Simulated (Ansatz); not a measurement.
A: Ru (hcp, Mg type), a = b = 2.722 Å, c = 4.291 Å, α = β = 90.00°, γ = 120.00°
B: Co (hcp, Mg type), a = 2.4939 Å, b = 2.4939 Å, c = 4.0318 Å, α = 90.00°, β = 90.00°, γ = 120.00°
C: TiO₂ (anatase), a = b = 3.7988 Å, c = 9.7008 Å, α = β = γ = 90.00°
D: SrTl2 (space group P6_3/mmc), a = 5.2227 Å, b = 5.2227 Å, c = 8.3780 Å, α = 90.00°, β = 90.00°, γ = 120.00°

Scan: energy over volume and axial ratio (atoms clamped). One method and one kind of scan serve all of them; meshes and ranges differ. All were relaxed with their symmetry unable to fall. Relaxed Co ends ferromagnetic. Ru is run without spin polarisation. Spin-orbit coupling is left out. TiO2 is run without spin polarisation. The magnetic order is the one the run started from; other orders were not tried. (This holds for the magnetic or f-shell members.)

Question: Rank these by modulus against c/a change at fixed volume, (3/4V)·∂²E/∂(ln c/a)² (fitted) (highest first), as PBE (plane waves to 420 eV, PAW, scalar-relativistic; Ansatz, a program for electronic structure) gives it.

Answer: A (223 GPa), B (146 GPa), C (107 GPa), D (18 GPa)

(A scan under strain: stresses follow from slopes of the energy per volume, elastic moduli from its curvatures.)
